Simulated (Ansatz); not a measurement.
Starting cell, BN (zinc blende):

```
BN
1.0
    0.00000     3.62472     3.62472
    1.81236     0.00000     1.81236
    1.81236     1.81236     0.00000
N B
2 2
Cartesian
  2.71854   2.71854   2.71854
  2.71854   4.53089   4.53089
  0.00000   0.00000   0.00000
  1.81236   3.62472   1.81236
```

A phonon eigenvector at L = (0.5, 0.0, 0.0) is frozen into this cell: atom i moves by Q times the vector below, so Q is the largest atomic displacement, in Å. The cell is held. It is one choice among 2 degenerate patterns. (q is in reciprocal vectors of the primitive cell; the cell shown is doubled to hold the pattern.)

```json
[
 {"atom": "N1", "x": "-0.215", "y": "0.392", "z": "-0.607"},
 {"atom": "N2", "x": "0.215", "y": "-0.392", "z": "0.607"},
 {"atom": "B3", "x": "-0.285", "y": "0.520", "z": "-0.805"},
 {"atom": "B4", "x": "0.285", "y": "-0.520", "z": "0.805"}
]
```

Method: PBE (plane waves to 420 eV, PAW, scalar-relativistic; Ansatz, a program for electronic structure). k mesh 8×16×16 (Γ-centred), Fermi-Dirac smearing 0.05 eV. The energy includes the smearing's −TS. BN was relaxed with its symmetry unable to fall. ΔE is measured from the undisplaced structure.

```tsv
Q (Å)	ΔE (meV/cell)
-0.100	643
-0.067	286
-0.033	71
0.000	0
0.033	71
0.067	286
0.100	643
```

Problem. Which DFPT wavenumber at L = (0.5, 0.0, 0.0) belongs to this mode?
(A) 965 cm⁻¹
(B) 483 cm⁻¹
(C) 1123 cm⁻¹

Solution. A, 965 cm⁻¹. The curvature of the scan gives 966 cm⁻¹

(A displaced cell: forces are minus the slopes of the energy, force constants its curvatures, and phonons follow from these.)
